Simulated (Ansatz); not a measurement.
Computed with Ansatz, DFT PBE, scalar-relativistic, plane waves, PAW. Cutoff 420 eV, Γ-centred 12×12×1 mesh (12-atom cell), Gaussian smearing of 0.02 eV, no spin polarisation.

The zero of energy is the elements' standard structures at the same level; no fitted shifts are applied. The references include grey tin.

Q: Suggest a trial structure for a trigonal semiconductor with formula HfSn3S8, with a gap near 1.2 eV, a formation energy near −0.68 eV/atom and about 27 Å³ per atom, in a cell of 12 atoms.

A: HfSn3S8, space group P-3m1 (No. 164). Hf has 6 S at 2.57 Å; around Sn on a site of symmetry -3m lie 6 S at 2.60 Å; around Sn on a site of symmetry 3m lie 6 S at 2.60 Å; around S on its first site lie 3 Sn at 2.60 Å; 3 more sites not described.

```cif
data_structure
_symmetry_space_group_name_H-M 'P 1'
_symmetry_Int_Tables_number 1
_cell_length_a 3.6897
_cell_length_b 3.6897
_cell_length_c 27.2739
_cell_angle_alpha 90.000
_cell_angle_beta 90.000
_cell_angle_gamma 120.000
_cell_volume 321.56
loop_
_atom_site_label
_atom_site_type_symbol
_atom_site_fract_x
_atom_site_fract_y
_atom_site_fract_z
_atom_site_occupancy
Hf1 Hf 0.00000 0.00000 0.50000 1
Sn1 Sn 0.00000 0.00000 0.00000 1
Sn2 Sn 0.00000 0.00000 0.25159 1
Sn3 Sn 0.00000 0.00000 0.74841 1
S1 S 0.33333 0.66667 0.05436 1
S2 S 0.33333 0.66667 0.30595 1
S3 S 0.33333 0.66667 0.55240 1
S4 S 0.33333 0.66667 0.80276 1
S5 S 0.66667 0.33333 0.19723 1
S6 S 0.66667 0.33333 0.44760 1
S7 S 0.66667 0.33333 0.69405 1
S8 S 0.66667 0.33333 0.94564 1
```

The volume per atom is 26.8 Å³, the density is 4.1 g/cm³ and the energy over the elements is −0.682 eV/atom. The gap on the 12×12×1 mesh of the 12-atom cell is 1.21 eV.

It was reached by relaxing an invented guess, and it needn't be the stable form of this composition. Other answers may fit too; this one was computed.

No dispersion correction is applied, so the spacing and binding between layers, chains or molecules are poorly described. These runs have no spin–orbit coupling, which can matter for Hf. Kohn–Sham gaps at this level usually fall short of measured ones. The reference form of S is held partly by dispersion forces, which this level lacks. A structure relaxed within its symmetry needn't be a true minimum.
